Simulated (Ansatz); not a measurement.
## BP (F-43m): one-shot GW input and result

Theory: G0W0@PBE, plasmon-pole screening, hand-made PAW set (Ansatz 0.2.0-dev).

Input files:

```json
{
 "crystal": {"lattice": [[0.0, 2.269, 2.269], [2.269, 0.0, 2.269], [2.269, 2.269, 0.0]], "atoms": [{"symbol": "B", "position": [0, 0, 0]}, {"symbol": "P", "position": [0.25, 0.25, 0.25]}]},
 "kpoints": {"mp_grid": {"grid": [6, 6, 6], "shift": [0, 0, 0]}},
 "hamiltonian": {"xc": "pbe", "pseudopotentials": {"kind": "paw", "source": "ansatz"}},
 "scf": {"occupations": {"method": "fixed"}, "convergence": {"dr2_threshold": "1e-9 eV"}, "lower_state_search": "off"},
 "output": {"forces": false, "stress": false},
 "gw": {"n_empty_bands": 231, "ecut_chi": 180.0, "qp_bands": ["v1", "c1"], "qp_kpoints": [[0, 0, 0], [0, 0.5, 0.5], [0, 0, 0.5]], "ecutfock_ratio": 2}
}
```

The input is rewritten from the run's settings (development build, wave cutoff 710 eV).

Linearised quasiparticle energies, zero at the top filled Kohn-Sham level among these points. VB is the top filled band, CB the lowest empty one. The wave cutoff came out at 710 eV.

```json
{"k": "Γ", "band": "VB", "ε_KS (eV)": "0.00", "Σx − Vxc (eV)": "-1.60", "Σc (eV)": "0.94", "Z": "0.79", "ε_QP (eV)": "-0.52"}
{"k": "Γ", "band": "CB", "ε_KS (eV)": "3.41", "Σx − Vxc (eV)": "4.94", "Σc (eV)": "-4.48", "Z": "0.79", "ε_QP (eV)": "3.78"}
{"k": "L", "band": "VB", "ε_KS (eV)": "-1.76", "Σx − Vxc (eV)": "-2.40", "Σc (eV)": "1.62", "Z": "0.79", "ε_QP (eV)": "-2.37"}
{"k": "L", "band": "CB", "ε_KS (eV)": "3.78", "Σx − Vxc (eV)": "5.15", "Σc (eV)": "-4.82", "Z": "0.79", "ε_QP (eV)": "4.04"}
{"k": "X", "band": "VB", "ε_KS (eV)": "-4.11", "Σx − Vxc (eV)": "-3.36", "Σc (eV)": "2.43", "Z": "0.77", "ε_QP (eV)": "-4.83"}
{"k": "X", "band": "CB", "ε_KS (eV)": "1.34", "Σx − Vxc (eV)": "4.38", "Σc (eV)": "-4.22", "Z": "0.81", "ε_QP (eV)": "1.46"}
```

The gap (from Γ to X) opens from 1.34 eV to 1.98 eV.

Electronic (ion-clamped) dielectric constant on this mesh, from the head of the inverse dielectric matrix: 9.8.

Band sums or response are cut, so the gap isn't at its basis limit. The gap is read among the points solved; the crystal's band edges can lie elsewhere.
